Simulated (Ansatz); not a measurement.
**Ir (fcc)**

Method: LDA, scalar-relativistic; no spin polarisation; PAW, 420 eV, 18×18×18 k-mesh, Gaussian smearing of 0.05 eV; code Ansatz. The datasets are Ansatz's generated set soft_2.

```yaml
crystal:
  lattice:
    - [0.00000, 1.90555, 1.90555]
    - [1.90555, 0.00000, 1.90555]
    - [1.90555, 1.90555, 0.00000]
  atoms:
    - { symbol: Ir, position: [0.00000, 0.00000, 0.00000] }
```

Cell and atoms are those of this level's equilibrium.

Path: Γ–X–U | K–Γ–L–W–X, with Γ = (0.000, 0.000, 0.000), X = (0.500, 0.000, 0.500), U = (0.625, 0.250, 0.625), K = (0.375, 0.375, 0.750), L = (0.500, 0.500, 0.500), W = (0.500, 0.250, 0.750) in reciprocal vectors of the calculation's cell.

Q: Is it a metal or an insulator, and if it has a gap, where are the band edges on this path?

A: A metal: bands cross the Fermi level.

Levels between -6 and 6 eV from the Fermi level at the path's named points:
```tsv
point	below E_F (eV)	above E_F (eV)
Γ	-4.08 -4.08 -4.08 -1.26 -1.26	
X		0.90 1.51 1.51 1.66
U and K	-3.02 -0.95	0.59
L	-4.18 -4.18 -0.84	0.91 0.91
W	-5.08 -5.08 -1.92	1.52
```

The calculation's cell holds 17 valence electrons, an odd number. Without magnetic order each band takes two, so one stays part-filled and the crystal must be a metal. (Only strong correlation, outside this picture, could make a Mott insulator of it.)

For elements this heavy, spin–orbit coupling would shift levels and gaps; it isn't included here.
